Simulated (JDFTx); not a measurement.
**Report: Rh(100) in implicit electrolytes**

System: Rh(100) (Fm-3m bulk; lattice of mp-74, not re-optimised at this level), 1x1 cell of 4 atoms in 4 planes, area 7.24 Å² a face, 5.7 Å between the outermost planes in a cell 21.7 Å high; k mesh 8×8×1, Fermi width 0.01 Ha, no spin polarisation.

All numbers are PBE, GBRV ultrasoft potentials, plane waves to 20/100 Ha results from JDFTx (a modified build), not measurements. Outer atoms relaxed in vacuum, keeping the start's symmetry. The same nuclei were then put into each liquid, at zero charge and at set potentials or charges. The model has bare, unreconstructed faces and no explicit solvent. Potentials are on the SHE scale by the convention U = −μ/e − 4.44 V; references calibrated for a solvation model differ from this value. Convergence in thickness and k mesh wasn't tested for this slab.

In vacuum the work function is 5.03 eV, which would put the uncharged electrode at 0.59 V vs SHE if the liquid did nothing. Each liquid moves the Fermi level of the neutral slab, now counted from the bulk liquid: linear PCM (GLSSA13), water, 1 M KF by 0.25 eV, to a potential of zero charge of 0.34 V; SCCS (g09 parameters), water, 1 M KF by 0.12 eV, to a potential of zero charge of 0.48 V; SaLSA, water, 1 M KF by 0.38 eV, to a potential of zero charge of 0.22 V. The models of water differ by 0.26 V among themselves.

Charging:

```json
[
 {"liquid": "linear PCM (GLSSA13), water", "U − U_pzc (V)": "-0.53", "σ (μC/cm²)": "-8.0", "σ/(U − U_pzc) (μF/cm²)": "15", "Δγ (mJ/m²)": "-22"},
 {"liquid": "linear PCM (GLSSA13), water", "U − U_pzc (V)": "-0.49", "σ (μC/cm²)": "-7.5", "σ/(U − U_pzc) (μF/cm²)": "15", "Δγ (mJ/m²)": "-19"},
 {"liquid": "linear PCM (GLSSA13), water", "U − U_pzc (V)": "-0.14", "σ (μC/cm²)": "-2.3", "σ/(U − U_pzc) (μF/cm²)": "16", "Δγ (mJ/m²)": "-2"},
 {"liquid": "linear PCM (GLSSA13), water", "U − U_pzc (V)": "0.16", "σ (μC/cm²)": "2.7", "σ/(U − U_pzc) (μF/cm²)": "17", "Δγ (mJ/m²)": "-2"},
 {"liquid": "linear PCM (GLSSA13), water", "U − U_pzc (V)": "0.31", "σ (μC/cm²)": "5.4", "σ/(U − U_pzc) (μF/cm²)": "18", "Δγ (mJ/m²)": "-8"},
 {"liquid": "SCCS (g09 parameters), water", "U − U_pzc (V)": "-0.38", "σ (μC/cm²)": "-4.0", "σ/(U − U_pzc) (μF/cm²)": "11", "Δγ (mJ/m²)": "-8"},
 {"liquid": "SCCS (g09 parameters), water", "U − U_pzc (V)": "-0.18", "σ (μC/cm²)": "-2.0", "σ/(U − U_pzc) (μF/cm²)": "11", "Δγ (mJ/m²)": "-2"}
]
```

The mean capacitance runs from 11 to 18 μF/cm². Δγ, the grand free energy per area against the neutral surface, is negative throughout, since charging at a held potential lowers it. The cavity function reaches one half at 2.6 Å (linear PCM (GLSSA13), water), 2.7 Å (SCCS (g09 parameters), water), 3.1 Å (SaLSA, water) above the top atoms; the models define their cavities differently. No specific adsorption of ions or solvent is in these numbers.
